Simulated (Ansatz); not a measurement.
GaCuSe$_{2}$: the gap from level to level

A database entry relaxed whole under r2SCAN at zero pressure (I-42d, No. 122):

```
CELL_PARAMETERS angstrom
-2.80409 2.80409 5.54655
2.80409 -2.80409 5.54655
2.80409 2.80409 -5.54655
ATOMIC_POSITIONS crystal
Ga 0.50000 0.50000 0.00000
Ga 0.25000 0.75000 0.50000
Cu 0.00000 0.00000 0.00000
Cu 0.75000 0.25000 0.50000
Se 0.37500 0.37133 0.49633
Se 0.62867 0.12500 0.00367
Se 0.87500 0.87867 0.50367
Se 0.12133 0.62500 0.99633
```

Its volume is 21.81 Å³ an atom, +0.2 % against the entry's 21.76, a measured cell (2010, 293 K).

Single points on this cell with plane-wave PAW DFT (Ansatz 0.2.0; r2SCAN 500 eV, hybrids 420 eV; fermi-dirac occupations of width 0.100 eV; no moments): r2SCAN on a 9×9×9 Γ-centred mesh; HSE06 on a 4×4×4 Γ-centred mesh; PBE0 on a 4×4×4 Γ-centred mesh.

Problem. How do gap, pressure and charges move from level to level?

Solution. The runs give:

```
 level  gap (eV), or kind  pressure (GPa)  Bader charge of Ga (e)  Bader charge of Cu (e)  Bader charge of Se (e)
r2SCAN               0.57             0.0                   +1.06                   +0.42                   -0.74
 HSE06               1.35             0.9                   +1.12                   +0.38                   -0.75
  PBE0               1.97             0.7                   +1.12                   +0.38                   -0.75
```

Under r2SCAN the gap is 0.57 eV, over mesh and band path. HSE06 moves it by +0.78 eV and PBE0 by +1.40 eV; PBE0 keeps its exact exchange at long range, which widens the gap over HSE06's by 0.62 eV on their common mesh. The charge on Ga goes from +1.06 to +1.12 e under HSE06.

Caveats: the relaxation kept the start's symmetry; HSE06 is read on its mesh and at the zone's corners, PBE0 on its mesh alone; hybrid pressures are good to a few tenths of a GPa; no spin-orbit coupling, which narrows gaps of heavier elements; pressure is positive in compression.
